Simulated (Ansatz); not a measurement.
**V₂InC: computed property card**

V$_{2}$InC:
```
CELL_PARAMETERS angstrom
      3.00576     0.00000     0.00000
     -1.50288     2.60306     0.00000
      0.00000     0.00000    13.53139
ATOMIC_POSITIONS crystal
  V  0.33333 0.66667 0.07757
  V  0.66667 0.33333 0.92243
  V  0.66667 0.33333 0.57757
  V  0.33333 0.66667 0.42243
  In 0.33333 0.66667 0.75000
  In 0.66667 0.33333 0.25000
  C  0.00000 0.00000 0.00000
  C  0.00000 0.00000 0.50000
```

Space group P6_3/mmc (No. 194); conventional cell a = 3.006 Å, b = 3.006 Å, c = 13.531 Å, α = 90.00°, β = 90.00°, γ = 120.00°.

Method: plane-wave PAW r²SCAN (Ansatz code). The cell and atoms are relaxed at this level. Other levels are named where they apply.

Cell and energy:

- Volume per atom: 13.23 Å³
- Density: 7.17 g/cm³
- Formation energy from the elements (no fitted shifts): -0.44 eV/atom

Electronic structure:

- Electronic character: metallic (no gap)
- Density of states at the Fermi level: 0.61 states/eV per atom (mean over ±0.08 eV)
- Gap with spin–orbit coupling: none (metallic)

Mechanics:

- Bulk modulus (Birch–Murnaghan fit): 157 GPa
- Pressure derivative B′: 6.2
- Elastic constants (relaxed ions, GPa): C11 = 305, C12 = 69.8, C13 = 105, C33 = 288, C44 = 114
- Mechanical stability: stable (all eigenvalues of C positive)
- Hill bulk and shear moduli: 162 and 110 GPa
- Young's modulus: 268 GPa
- Poisson's ratio: 0.22
- Debye temperature from the elastic constants: 544 K

Phonons:

- Highest zone-centre frequency: 672 cm^-1
- Zone-centre stability: no imaginary mode at Γ

The first step of the workflow began from a Materials Project structure, measured or hypothetical; the Crystallography Open Database copy checked does not list it. Whether it is the stable phase at ambient conditions was not checked. The cell was relaxed with r²SCAN under the symmetry of its start. No spin polarisation was allowed. As this level gives no gap, shear constants depend on the k-mesh and smearing (Fermi–Dirac, 0.1 eV here). As this level gives no gap, phonon frequencies hold no LO–TO term and depend on the k-mesh and smearing (Fermi–Dirac, 0.1 eV here). On the denser mesh and wider smearing of the elastic run this cell carries a stress of 0.3 GPa. The references are the lowest solids computed at this level, not always the standard phases. Spin–orbit coupling is left out wherever it is not named.

Potentials: the later of the program's two PAW sets.
